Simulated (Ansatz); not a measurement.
# Data sheet: ScAs (DFT)

ScAs:
```xyz
2
Lattice="0.0000 2.7053 2.7053 2.7053 0.0000 2.7053 2.7053 2.7053 0.0000" Properties=species:S:1:pos:R:3 pbc="T T T"
As     2.7053     2.7053     2.7053
Sc     0.0000     0.0000     0.0000
```

Space group Fm-3m (No. 225), rock salt; conventional cell a = 5.4107 Å, b = 5.4107 Å, c = 5.4107 Å, α = 90.00°, β = 90.00°, γ = 90.00°.

Method: PBEsol in the plane-wave PAW code Ansatz. Structure relaxed to zero pressure with the same functional. Other levels are named where they apply.

**Cell and energy**

| Item | Value |
|---|---|
| Volume per atom | 19.80 Å³ |
| Density | 5.03 g/cm³ |
| Formation energy from the elements (no fitted shifts) | -1.42 eV/atom |

**Electronic structure**

| Quantity | Value |
|---|---|
| Electronic character | metallic (no gap) |
| Density of states at the Fermi level | 0.13 states/eV per atom (mean over ±0.08 eV) |
| Gap with spin–orbit coupling | none (metallic) |

**Mechanics**

| Property | Result |
|---|---|
| Bulk modulus (Birch–Murnaghan fit) | 92.6 GPa |
| Pressure derivative B′ | 3.9 |
| Elastic constants (relaxed ions, GPa) | C11 = 213, C12 = 32.2, C44 = 41.3 |
| Mechanical stability | stable (all eigenvalues of C positive) |
| Hill bulk and shear moduli | 92.5 and 56.9 GPa |
| Young's modulus | 142 GPa |
| Poisson's ratio | 0.24 |
| Debye temperature from the elastic constants | 411 K |

**Charges**

| Item | Value |
|---|---|
| Bader charges | As -1.54, Sc +1.54 e |

The workflow started from an entry of the Crystallography Open Database (COD). Whether it is the stable phase at ambient conditions was not checked. The cell was relaxed with PBEsol under the symmetry of its start; its stability against distortions is not shown here. The run is not spin-polarised. As this level gives no gap, shear constants depend on the k-mesh and smearing (Fermi–Dirac, 0.1 eV here). The references are the lowest solids computed at this level, not always the standard phases. Spin–orbit coupling is left out wherever it is not named.

Potentials: the later of the program's two PAW sets.
